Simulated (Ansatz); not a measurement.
**How far is PAW off for Be?**

```
CELL_PARAMETERS angstrom
-1.25312 1.25312 1.22806
1.25312 -1.25312 1.22806
1.25312 1.25312 -1.22806
ATOMIC_POSITIONS crystal
Be 0.00000 0.00000 0.00000
```

Structure from Materials Project entry mp-20 (possibly hypothetical), not relaxed further. The listed cell was then made from it by scaling, straining or moving an atom.

All numbers are computed: DFT, PBEsol, PAW with Ansatz's default frozen-core files, scalar-relativistic (Ansatz 0.2.0); DFT, PBEsol, all-electron PAW with datasets made for the crystal, scalar-relativistic (Ansatz 0.2.0); DFT, PBEsol, all-electron LAPW, scalar-relativistic (Ansatz 0.2.0).

For PAW: a Γ-centred 23×23×23 k mesh, Fermi–Dirac smearing of 0.03 eV, cutoff 420 eV, no spin polarisation; the PAW files were made with PBE, and the program remakes their frozen cores for this functional. The crystal-made all-electron datasets (AE datasets) take a cutoff of 240 eV at this cell. LAPW targets a basis error of 0.25 meV/atom. The Ansatz runs share mesh, smearing and spin set-up. Plane-wave (PAW) pressures include the program's estimate of the Pulay term.

Stress and pressure are positive in compression.

```csv
quantity,PAW,AE datasets,LAPW
pressure (GPa),?,0.44,0.45
stress xx (GPa),?,0.36,0.36
stress zz (GPa),?,0.62,0.62
```

Q: Fill in "PAW" for the row "stress zz (GPa)".

A: 0.73.

Q: Give the missing entry: row "stress xx (GPa)", column "PAW".

A: 0.46.

Q: Give the missing entry: row "pressure (GPa)", column "PAW".

A: 0.55.
